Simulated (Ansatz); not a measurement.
Pt (fcc (Cu type), Fm-3m) under volume change, plane-wave PAW PBE (Ansatz code), scaled uniformly.

```json
[
 {"V (Å³/atom)": "14.236", "E − E(relaxed) (meV/atom)": "?", "P (GPa)": "?"},
 {"V (Å³/atom)": "14.705", "E − E(relaxed) (meV/atom)": "49.8", "P (GPa)": "18.16"},
 {"V (Å³/atom)": "15.174", "E − E(relaxed) (meV/atom)": "11.6", "P (GPa)": "8.21"},
 {"V (Å³/atom)": "15.644", "E − E(relaxed) (meV/atom)": "0.0", "P (GPa)": "0.00"},
 {"V (Å³/atom)": "16.113", "E − E(relaxed) (meV/atom)": "10.2", "P (GPa)": "-6.76"},
 {"V (Å³/atom)": "16.582", "E − E(relaxed) (meV/atom)": "38.4", "P (GPa)": "-12.31"},
 {"V (Å³/atom)": "17.052", "E − E(relaxed) (meV/atom)": "?", "P (GPa)": "?"}
]
```

Complete the blanks.


- 17.052, E − E(relaxed) (meV/atom): 81.3
- 17.052, P (GPa): -16.83
- 14.236, E − E(relaxed) (meV/atom): 120.1
- 14.236, P (GPa): 30.20

What does a third-order Birch–Murnaghan fit give for V₀, B₀ and B′?

V₀ = 15.64 Å³/atom, B₀ = 248 GPa, B′ = 5.5.

The PBE relaxation kept the symmetry of its start. No spin polarisation was allowed. Scalar-relativistic: spin–orbit coupling is off unless named, which matters more the heavier the elements.

Potentials: the later of the program's two PAW sets.
